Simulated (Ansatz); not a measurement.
SiC:
```xyz
2
Lattice="2.6405 0.0000 0.0000 0.0000 2.6405 0.0000 0.0000 0.0000 2.6405" Properties=species:S:1:pos:R:3 pbc="T T T"
Si     0.0000     0.0000     0.0000
C      1.3203     1.3203     1.3203
```

Relaxed with PBE. Special points in fractions of this cell's reciprocal vectors: Γ (0.000, 0.000, 0.000); X (0.000, 0.500, 0.000); M (0.500, 0.500, 0.000); R (0.500, 0.500, 0.500).

Problem. List the band energies nearest the Fermi level at these points for plane-wave PAW PBE (Ansatz code).

Solution. In eV from the Fermi level; about four levels below and three above (degenerate sets whole), none deeper than 8.9 eV; … stands for higher levels left out; points with the same levels are listed once.

```tsv
k	below	above
Γ	-1.13 -1.13 -1.13	1.48 4.95 4.95
X	–	0.87 0.87 5.00
M	-7.96 -7.96 -5.50	2.39 8.74 8.74
R	-4.40 -4.40 -4.40 -1.56 -1.56 -1.56	…
```

Space group Pm-3m (CsCl type). A made-up cell: these elements were put on the sites of a structure type; neither database checked (COD, Materials Project) lists it. It is not the phase usual at ambient conditions (space group No. 186, 216). Symmetry was held in the PBE relaxation; its stability against distortions is not shown here.

Potentials: the earlier of the program's two PAW sets.
